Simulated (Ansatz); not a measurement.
Name crystals whose computed values (the program Ansatz at the PBE level (PAW)) fall in these windows: gap (eV) 2.5 to 3.2; electron conductivity mass (mₑ) 0.33 to 0.43; B₀ by P(V) fit (GPa) 220 to 300.



```tsv
crystal	gap (eV)	electron conductivity mass (mₑ)	B₀ by P(V) fit (GPa)
AlBN2, chalcopyrite	2.89	0.38	258
```
Others may fit too.

Typed or built starts, not in the databases checked: AlBN2, chalcopyrite. The cell was relaxed under the symmetry of its start.

Potentials: the earlier of the program's two PAW sets.
